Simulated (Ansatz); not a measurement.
Br:
```
CELL_PARAMETERS angstrom
      4.36268    -2.13514     0.00000
      4.36268     2.13514     0.00000
      0.00000     0.00000     8.71102
ATOMIC_POSITIONS crystal
  Br 0.64175 0.35825 0.38165
  Br 0.85825 0.14175 0.88165
  Br 0.14175 0.85825 0.11835
  Br 0.35825 0.64175 0.61835
```

Relaxed with PBE. Special points in fractions of this cell's reciprocal vectors: Γ (0.000, 0.000, 0.000); Y (0.500, 0.500, 0.000); F0 (0.310, 0.690, 0.000); Δ0 (-0.310, 0.310, 0.000); Z (0.000, 0.000, 0.500); B0 (-0.310, 0.310, 0.500); G0 (0.310, 0.690, 0.500); T (0.500, 0.500, 0.500); S (0.000, 0.500, 0.000); R (0.000, 0.500, 0.500).

Task: List the band energies nearest the valence-band maximum at these points for PBE (plane waves, PAW; program Ansatz).

Result: In eV from the valence-band maximum; about four levels below and three above (degenerate sets whole), none deeper than 8.9 eV; points with the same levels are listed once.

```csv
k,below,above
Γ,-1.30 -0.78 -0.44 0.00,1.37 2.24 5.31
Y,-1.32 -1.30 -0.45 -0.06,1.38 2.20 7.19
F0,-1.10 -0.94 -0.93 -0.35,2.17 2.33 7.45
Z,-1.02 -1.02 -0.33 -0.33,1.67 1.67 5.91 5.91
B0,-0.61 -0.61 -0.27 -0.27,1.91 1.91 8.01 8.01
T,-1.04 -1.04 -0.57 -0.57,1.69 1.69 8.15 8.15
S,-1.19 -1.19 -0.61 -0.61,2.38 2.38 6.98 6.98
R,-0.63 -0.63 -0.10 -0.10,1.83 1.83 7.23 7.23
```

Space group Cmce (molecular I2 type). Symmetry was held in the PBE relaxation. The substance is a gas or liquid at ambient conditions; this is its low-temperature solid. The volume lies over 15 % above that of the usual cell of this phase: another minimum, or an error of the functional. A crystal of weakly bound units computed without a dispersion correction: the cell and the soft elastic constants depend strongly on that. Spin–orbit coupling is left out wherever it is not named.

Potentials: the later of the program's two PAW sets.
